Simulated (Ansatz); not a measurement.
WSe₂:
```
CELL_PARAMETERS angstrom
      3.30261     0.00000     0.00000
     -1.65130     2.86014     0.00000
      0.00000     0.00000    13.22733
ATOMIC_POSITIONS crystal
  W  0.66667 0.33333 0.25000
  W  0.33333 0.66667 0.75000
  Se 0.33333 0.66667 0.37578
  Se 0.66667 0.33333 0.62422
  Se 0.66667 0.33333 0.87578
  Se 0.33333 0.66667 0.12422
```

DFT-r²SCAN+D4 in the program Ansatz with PAW potentials gives a gap of 1.17 eV without spin–orbit coupling, maximum at Γ, minimum on the K–Γ line, 46 % of the way from K.

### Question
What happens when spin–orbit coupling is switched on?

### Answer
The gap shrinks by 0.08 eV, to 1.09 eV; maximum at Γ, minimum on the K–Γ line, 45 % of the way from K.

### Question
Give the electron effective mass with spin–orbit coupling.

### Answer
0.46, 0.52, 0.58 mₑ (principal values).

### Question
Give the hole effective mass with spin–orbit coupling.

### Answer
0.76, 0.76, 0.92 mₑ (principal values).

Space group P6_3/mmc. The cell was relaxed with r²SCAN+D4 under the symmetry of its start; of distortions, only those at the zone centre were tested. No spin polarisation was allowed.

Potentials: the later of the program's two PAW sets.
